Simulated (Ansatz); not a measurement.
The relaxed structure here is a generated cell of SiRu: the first start was made by a random draw of sites in a space group, and the end was not matched to a known phase here, so it may be hypothetical.

Relaxation of a randomly generated symmetric cell of SiRu (space group No. 123); 2 atoms in the cell, which starts as P4/mmm (No. 123), tP2; a = b = 3.1955 Å, c = 3.2781 Å, α = β = γ = 90.00°. Calculation: PBEsol (plane waves to 420 eV, PAW, scalar-relativistic; Ansatz, a program for electronic structure). Γ-centred k-mesh 7×7×7 on the run's cell (coarser than for final values), Fermi–Dirac smearing 0.05 eV. This is the first round of the run. 

The optimiser's lines from the output (shortened; P is positive under compression):

```
relax step   1: F+E_penalty+E_count = -6436.92196287 eV  Δ(F+E_penalty+E_count) = +0.000e0 eV  max|allowed force component| = 3.784e-29 eV/Å  Δτ_max = 0.0000 Å  P = +5.141 GPa  Ω = 33.474 Å³  (6 SCF iters, dr2 threshold 1.00e-7 eV, accepted)
relax step   2: F+E_penalty+E_count = -6437.06655221 eV  Δ(F+E_penalty+E_count) = -1.446e-1 eV  max|allowed force component| = 3.944e-31 eV/Å  Δτ_max = 0.0000 Å  P = +1.036 GPa  Ω = 32.708 Å³  (6 SCF iters, dr2 threshold 2.00e-7 eV, accepted)
relax step   3: F+E_penalty+E_count = -6437.12578957 eV  Δ(F+E_penalty+E_count) = -5.924e-2 eV  max|allowed force component| = 1.602e-31 eV/Å  Δτ_max = 0.0000 Å  P = +1.040 GPa  Ω = 31.510 Å³  (6 SCF iters, dr2 threshold 2.00e-7 eV, accepted)
relax step   4: F+E_penalty+E_count = -6437.12983767 eV  Δ(F+E_penalty+E_count) = -4.048e-3 eV  max|allowed force component| = 6.409e-31 eV/Å  Δτ_max = 0.0000 Å  P = -0.603 GPa  Ω = 31.559 Å³  (6 SCF iters, dr2 threshold 2.00e-7 eV, accepted)
relax step   5: F+E_penalty+E_count = -6437.13052848 eV  Δ(F+E_penalty+E_count) = -6.908e-4 eV  max|allowed force component| = 1.972e-31 eV/Å  Δτ_max = 0.0000 Å  P = +0.163 GPa  Ω = 31.293 Å³  (6 SCF iters, dr2 threshold 2.00e-7 eV, accepted)
relax step   6: F+E_penalty+E_count = -6437.13053870 eV  Δ(F+E_penalty+E_count) = -1.022e-5 eV  max|allowed force component| = 1.726e-31 eV/Å  Δτ_max = 0.0000 Å  P = +0.016 GPa  Ω = 31.313 Å³  (6 SCF iters, dr2 threshold 1.26e-7 eV, accepted)
relax step   7: F+E_penalty+E_count = -6437.13053898 eV  Δ(F+E_penalty+E_count) = -2.789e-7 eV  max|allowed force component| = 9.368e-31 eV/Å  Δτ_max = 0.0000 Å  P = +0.001 GPa  Ω = 31.313 Å³  (6 SCF iters, dr2 threshold 1.87e-9 eV, accepted)
relax step   8: F+E_penalty+E_count = -6437.13049082 eV  Δ(F+E_penalty+E_count) = +4.817e-5 eV  max|allowed force component| = 9.861e-32 eV/Å  Δτ_max = 0.0000 Å  P = -0.006 GPa  Ω = 31.313 Å³  stress off target by 1.94e-2 GPa  SCF on the basis re-selected at this cell (its energy is not comparable with the rows above)  (6 SCF iters)
```

From the first to the last row the energy changes by -0.10 eV/atom and the volume by -6.5 %. The last row is marked as not comparable with the walk above it, whose basis was carried along; it does compare with step 1, since both stand on a basis selected at the nominal cutoff for their own cell.

Later rounds, restarted from the end of this one on a renewed k-mesh, logged 9 more steps and released under 0.01 eV/atom more. The final structure after all rounds: P4/mmm (No. 123), tP2; a = b = 3.2853 Å, c = 2.8829 Å, α = β = γ = 90.00°. Between re-selections the logged energies stand on a plane-wave basis carried along with the cell. No spin polarisation in the result. A magnetic state may lie lower.

The run could not lower the symmetry of its start; a shaken copy of this end point relaxes with PBEsol to P-6m2 (No. 187), 0.99 eV/atom lower.
